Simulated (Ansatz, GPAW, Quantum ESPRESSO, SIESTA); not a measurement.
## CsLiCr2Te2S3: programs and potentials compared

```xyz
9
Lattice="3.3193 1.9164 6.8798 -3.3193 1.9164 6.8798 0.0000 -3.8328 6.8798" Properties=species:S:1:pos:R:3 pbc="T T T"
Cs   -0.0447    0.0046   -0.0251
Li   -0.0414    0.0102   10.3583
Cr    0.0283   -0.0123   16.5129
Cr    0.0195    0.0023    4.1496
Te   -0.0138   -0.0243   13.9893
Te   -0.0199   -0.0055    6.6437
S    -2.4317   -0.0424   10.2928
S     1.2237   -2.0606   10.3212
S     1.1743    2.1152   10.3115
```

The cell comes from a database or a generator and needn't be the stable form of this composition.

Atoms were shifted at random by some hundredths of an Å from the given cell, which wasn't relaxed again for these runs.

Alike in all runs: task single point; functional PBE; k mesh 5 × 5 × 5; occupations fermi-dirac, width 0.05 eV; collinear spin, ferromagnetic start; no spin-orbit coupling. Pressure is positive in compression and, in plane waves, holds the error of the finite cutoff.

```csv
program and potentials,plane-wave cutoff (eV),notes,pressure (GPa),net moment per atom (μB),largest force (eV/Å),energy over the undisturbed cell (meV/atom)
"GPAW, GPAW PAW data sets (gpaw-data 1.2.1)",800,5.78 valence electrons an atom on average,0.03,0.45,1.232,10.33
"Ansatz, all-electron LAPW, scalar-relativistic",-,-,-0.20,0.45,1.139,-
"Quantum ESPRESSO, SSSP 1.3 efficiency PBE",748,7.78 valence electrons an atom on average,-0.11,0.45,1.063,8.02
"SIESTA, files PseudoDojo sr-pbe-0.4.1-standard, DZP (energy shift 0.003 Ry; two zetas on semicore shells; d shell added on Cs)",-,atomic basis; 10 valence electrons an atom on average,0.15,0.45,0.959,5.30
```

Force on atom 3 (Cr), eV/Å:

```csv
program and potentials,x,y,z
"GPAW, GPAW PAW data sets (gpaw-data 1.2.1)",-0.625,0.024,-1.061
"Ansatz, all-electron LAPW, scalar-relativistic",-0.595,0.022,-0.971
"Quantum ESPRESSO, SSSP 1.3 efficiency PBE",-0.592,0.021,-0.883
"SIESTA, files PseudoDojo sr-pbe-0.4.1-standard, DZP (energy shift 0.003 Ry; two zetas on semicore shells; d shell added on Cs)",-0.600,0.021,-0.748
```

The pressure spans -0.20 (Ansatz, all-electron LAPW, scalar-relativistic) to 0.15 GPa (SIESTA, files PseudoDojo sr-pbe-0.4.1-standard, DZP (energy shift 0.003 Ry; two zetas on semicore shells; d shell added on Cs)), with all-electron results at -0.20. All agree on the net moment per atom. The state is the one that the start led to, which needn't be the lowest. Rows in atomic bases carry the error of their basis and grid, which can be large.

The functional is the same throughout but for its coding, so the spread measures potentials, basis and numerics; runs on potential files found faulty are left out.
